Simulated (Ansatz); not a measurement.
Level of theory: DFT PBE, scalar-relativistic, plane waves, PAW, and for the lanthanide a 4f-in-core norm-conserving potential, in Ansatz 0.2.0. Settings: cutoff 660 eV, Γ-centred meshes spaced at most about 0.3 Å⁻¹, and about 0.25 Å⁻¹ or finer for metals (2π included), Gaussian smearing. No spin polarisation in the final relaxations.

All energies are static (0 K, no zero-point motion).

Two relaxed structures of PrGaSe₂:

A.

```yaml
crystal:
  lattice:
    - [4.99273, 0.00000, 0.00000]
    - [0.00000, 4.99273, 0.00000]
    - [0.00000, 0.00000, 3.80042]
  atoms:
    - { symbol: Pr, position: [0.00000, 0.00000, 0.00000] }
    - { symbol: Ga, position: [0.50000, 0.50000, 0.00000] }
    - { symbol: Se, position: [0.50000, 0.00000, 0.50000] }
    - { symbol: Se, position: [0.00000, 0.50000, 0.50000] }
```

B.

```yaml
crystal:
  lattice:
    - [4.18259, 0.00000, 0.00000]
    - [-2.09129, 3.62223, 0.00000]
    - [0.00000, 0.00000, 15.06934]
  atoms:
    - { symbol: Pr, position: [0.66667, 0.33333, 0.75000] }
    - { symbol: Pr, position: [0.33333, 0.66667, 0.25000] }
    - { symbol: Ga, position: [0.00000, 0.00000, 0.50000] }
    - { symbol: Ga, position: [0.00000, 0.00000, 0.00000] }
    - { symbol: Se, position: [0.66667, 0.33333, 0.12985] }
    - { symbol: Se, position: [0.33333, 0.66667, 0.87015] }
    - { symbol: Se, position: [0.33333, 0.66667, 0.62985] }
    - { symbol: Se, position: [0.66667, 0.33333, 0.37015] }
```

Question: Which is lower in energy, and by how much?

Answer: B is lower, by 110 meV/atom. A has Pr and Ga ordered on caesium chloride sites, space group P4/mmm (No. 123), 23.7 Å³/atom and no gap on its mesh; B has space group P6_3/mmc (No. 194), 28.5 Å³/atom and a gap of 0.15 eV. Counting Se atoms around Ga and Pr (those within 1.25 times the shortest such distance or 1.15 times the sum of covalent radii, 1.27 where that leaves under three; the shortest distance is added where it exceeds 1.18 times the sum of covalent radii), A has Pr 8, Ga 8 from 3.1 Å and B has Pr 6, Ga 6 from 3.1 Å. The lower one is the more open, so pressure narrows the difference. In A, Pr has 8 Se at 3.14 Å, 4 Ga at 3.53 Å and 2 Pr at 3.80 Å; Ga is surrounded by 8 Se at 3.14 Å, 4 Pr at 3.53 Å and 2 Ga at 3.80 Å; Se has 4 Ga at 3.14 Å, 4 Pr at 3.14 Å, 4 Se at 3.53 Å and 2 Se at 3.80 Å. In B, Pr is surrounded by 6 Se at 3.02 Å; Ga has 6 Se at 3.11 Å; around Se lie 3 Pr at 3.02 Å and 3 Ga at 3.11 Å. Both come from invented guesses.

Kohn–Sham gaps at this level usually fall short of measured ones. Cells relaxed within their symmetry can be saddle points.

The lanthanide is trivalent by construction, without f bands, f moments or other valences.
